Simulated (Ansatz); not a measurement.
KF (rock salt, Fm-3m), the program Ansatz at the r²SCAN level (PAW). The conduction-band minimum lies at Γ, with 1 equivalent valley. Second derivatives d²E/dk² of the lowest band at one valley (eV·Å²), along Cartesian directions:

```
direction  d²E/dk²
---------  -------
[100]        14.01
[010]        14.01
[001]        14.01
[110]        14.01
[101]        14.01
[011]        14.01
```

**Question.** Find the principal effective masses, the density-of-states mass and the conductivity mass.

**Answer.** Off-diagonal terms follow from H_xy = H[110] − (H_xx + H_yy)/2, and m*/mₑ = 7.620 eV·Å² over each eigenvalue: 0.54, 0.54, 0.54. One valley's DOS mass (m₁m₂m₃)^(1/3) = 0.54, conductivity mass 3/(Σ 1/mᵢ) = 0.54 mₑ.

**Question.** What effective density of states Nc follows at 300 K for parabolic valleys?

**Answer.** Nc = 2.509e19 × 1 × (0.54)^(3/2) ≈ 1.0e19 cm⁻³.

**Question.** With the computed static dielectric constant 5.43 (mean of the diagonal), estimate a hydrogenic donor's binding energy and radius.

**Answer.** E = 13.606 eV × 0.54/5.43² ≈ 250 meV; a = 0.529 Å × ε/m* ≈ 5.3 Å. Semilocal masses tend to be too small where the gap is.

**Question.** With ε∞ = 1.94 and ω_LO = 324 cm⁻¹, what Fröhlich coupling constant follows?

**Answer.** α = (1/ε∞ − 1/ε0) √(m* × 13.606 eV/ħω_LO) = 4.5.

The cell was relaxed with r²SCAN under the symmetry of its start; phonons on a q-mesh show no instability.

Potentials: the later of the program's two PAW sets.
